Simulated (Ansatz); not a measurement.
A relaxed structure of Li. Calculation: r2SCAN (plane waves to 500 eV, PAW, scalar-relativistic; Ansatz, a first-principles code).

```
CELL_PARAMETERS angstrom
      0.00000     2.18877     2.18877
      2.18877     0.00000     2.18877
      2.18877     2.18877     0.00000
ATOMIC_POSITIONS crystal
  Li 0.00000 0.00000 0.00000
```

### Question
Find the space group and the Wyckoff positions (tolerance 0.01 Å).

### Answer
Space group Fm-3m (No. 225); a = 4.3775 Å, b = 4.3775 Å, c = 4.3775 Å, α = 90.00°, β = 90.00°, γ = 90.00°

```csv
atom,site,symmetry,x,y,z
Li,4a,m-3m,0.0000,0.0000,0.0000
```

This is the fcc (Cu type).

### Question
Give the shortest distances between elements (the closest pairs, up to four, under 3.6 Å).

### Answer
Li–Li 3.10 Å.

```yaml
volume_per_atom: 20.97 Å³
band_gap: zero (metallic)
```

No spin polarisation in the result.

The run could not lose the symmetry of its start.

The relaxed structure has the type that Li is known to take under pressure; here it was relaxed at zero pressure, from a generated start.
